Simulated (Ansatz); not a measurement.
An element in the sc structure gives these cold pressures by all-electron LAPW under PBEsol (Ansatz 0.2.0, scalar-relativistic, no spin polarisation).

| V (Å³/atom) | P (GPa) |
| --- | --- |
| 38.66 | 0.02 |
| 36.73 | 1.73 |
| 32.86 | 7.31 |
| 29.00 | 17.81 |
| 25.13 | 38.0 |
| 21.26 | 70.5 |
| 17.40 | 134.7 |
| 15.46 | 196.1 |

Which element is it?

I. Its zero-pressure volume in this structure is near 38.7 Å³/atom; the volume and the steepness of P(V) together point to it, though neighbours can come close. Other candidates weren't computed, and some may come near.
